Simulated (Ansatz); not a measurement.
A plane-wave DFT run in Ansatz 0.2.0 (scalar-relativistic PAW potentials unless the input names others): input and command.

```yaml
crystal:
  lattice:
    - [4.5037101201, 0.0, 0.0]
    - [0.0, 4.5037101201, 0.0]
    - [0.0, 0.0, 4.5037101201]
  atoms:
    - { symbol: Zr, position: [0.0, 0.0, 0.0] }
    - { symbol: Al, position: [0.5, 0.5, 0.5] }
    - { symbol: Pd, position: [0.0, 0.5, 0.5] }
    - { symbol: Pd, position: [0.5, 0.0, 0.5] }
    - { symbol: Pd, position: [0.5, 0.5, 0.0] }
basis:
  ecutwfc: 500
kpoints:
  mp_grid: { grid: [8, 8, 8] }
hamiltonian:
  xc: r2scan
scf:
  occupations: { method: gaussian, width: 0.1 }
  max_iter: 1
output:
  forces: true
  eigenvalues: true
  stress: true
```

```bash
ansatz run input.yaml --threads 1 --pin off --max-ram 2560MiB --backend cpu --events-out ev --progress --plain --runs-dir out
```

Abridged log:
```
Basis set: ecut = 500 eV, 2325 PW (Γ), exchange–correlation on 144×144×144 points (64 copies of the dense FFT grid, shifted against one another)
Bands: 42, of which v1, the nominal top of the filled ones, is band 35 counted from 1 (34 counted from 0)
Symmetry: 48 space group operations
k-points: 35 of 512
SCF iter   1: F=—  HF=-25693.199178 eV  |F-HF|=—  |Δ(HF+E_count)|=         —  Δρ=1.97e-2  dr2=8.05e-1  dr2_τ=8.50e-2  ethr=1.77e-3  ⟨swp⟩=4.3  Hψ=13301  notcnv=0
```

What should be changed?

The fault is too few SCF iterations (scf.max_iter: not typed → 1, the first being the value of the sound run). Setting it back cures it. The log, from which this was withheld above, says: «Error: did not converge after 1 iterations: dr2 = 8.05e-1 (threshold 1.00e-7), under the density mixer `msr1`, which `scf.mixing.algorithm: auto` chose by the deck's other keys (type `scf.mixing.algorithm: msr1` to keep it); raise `scf.max_iter`, which need not help a stalled SCF, or adjust the mixing (`scf.mixing`) or, under a smearing, its width (`scf.occupations.width` …» The run stopped without converging. A reference run on usual settings, whose relaxation ended at this geometry, converged, and the end of its own relaxation has pressure 0.00 GPa, largest force 0.000 eV/Å, no gap on the mesh.

It took 7.6 s on 1 thread of Arm Neoverse V1, on a shared host, peak memory 0.53 GiB.